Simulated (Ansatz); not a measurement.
The relaxed structure here is a generated cell of TiC: the first start was made by placing the elements on the sites of a structure type, and the end was not matched to a known phase here, so it may be hypothetical. Known forms of TiC include space group No. 225.

One stationary structure of TiC. Space group R3m (No. 160), AFLOW prototype AB_hR6_160_b_b (B13, as in NiS). Method: PBE (plane waves to 420 eV, PAW, scalar-relativistic; Ansatz, a first-principles code).

Space group R3m, hexagonal axes (No. 160); a = 9.0620 Å, b = 9.0620 Å, c = 2.8897 Å, α = 90.00°, β = 90.00°, γ = 120.00°

```json
[
 {"atom": "Ti", "site": "9b", "symmetry": ".m", "x": "0.2113", "y": "0.1057", "z": "0.0993"},
 {"atom": "C", "site": "9b", "symmetry": ".m", "x": "0.1003", "y": "0.2006", "z": "0.6051"}
]
```
(The calculation used a cell of 6 atoms; values per cell refer to that cell.)

For TiC, the volume per atom comes out as 11.42 Å³ and the density comes out as 4.35 g/cm³. The band gap is no gap on the sampled points, where the bands overlap only slightly; such a result is sensitive to mesh and level, the shortest distances comes out as C–Ti 2.05 Å; C–C 2.73 Å; Ti–Ti 2.87 Å and the k-mesh is 17×17×17.

Band energies at high-symmetry points (eV from the Fermi level; labels of this space group; no spin-orbit coupling), from −5 eV up to 2.2 eV:

| point | energies |
|---|---|
| Γ | -3.58 -3.44 -3.44 -2.44 -1.52 -1.52 -1.07 -0.53 -0.53 0.00 2.04 2.04 2.13 |
| L | -4.50 -4.09 -3.49 -3.04 -2.92 -2.08 -1.56 -0.77 -0.02 0.70 1.31 1.48 |
| T | -3.70 -3.70 -3.70 -2.45 -2.35 -2.35 -1.95 -1.50 -1.50 1.40 1.53 1.53 |
| P0 | -4.59 -3.62 -3.62 -3.29 -2.97 -1.93 -1.93 -0.19 -0.19 0.82 1.29 1.29 |
| P2 | -4.59 -3.62 -3.62 -3.29 -2.97 -1.93 -1.93 -0.19 -0.19 0.82 1.29 1.29 |
| F | -4.55 -3.78 -3.25 -1.68 -1.18 -0.85 -0.74 -0.35 0.05 0.13 0.39 1.36 |

No spin polarisation in the result.

The run could not lower the symmetry of its start; a shaken copy of this end point relaxes with PBE to Imm2 (No. 44), 0.06 eV/atom lower.
